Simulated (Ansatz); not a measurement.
Lu (hcp (Mg type), P6_3/mmc) at seven volumes, PBE (plane waves, PAW; program Ansatz), shape and atoms relaxed at each. One row is withheld.

```
V (Å³/atom)  P (GPa)
-----------  -------
26.456          5.13
27.328          3.18
28.200          1.49
29.072          0.00
29.944         -1.30
30.817             ?
31.689         -3.44
```

**Question.** Fit the shown pressures and predict the withheld one.

**Answer.** P = (3/2)B₀(x^(7/2) − x^(5/2))[1 + (3/4)(B′ − 4)(x − 1)] with x = (V₀/V)^(2/3). Least squares on the six rows gives V₀ = 29.072 Å³/atom, B₀ = 46.3 GPa, B′ = 3.43. At V = 30.817, x = 0.9619 and P = -2.44 GPa. The run itself gave -2.44 GPa.

Symmetry was held in the PBE relaxation. Spin–orbit coupling is left out wherever it is not named.

Potentials: the later of the program's two PAW sets.
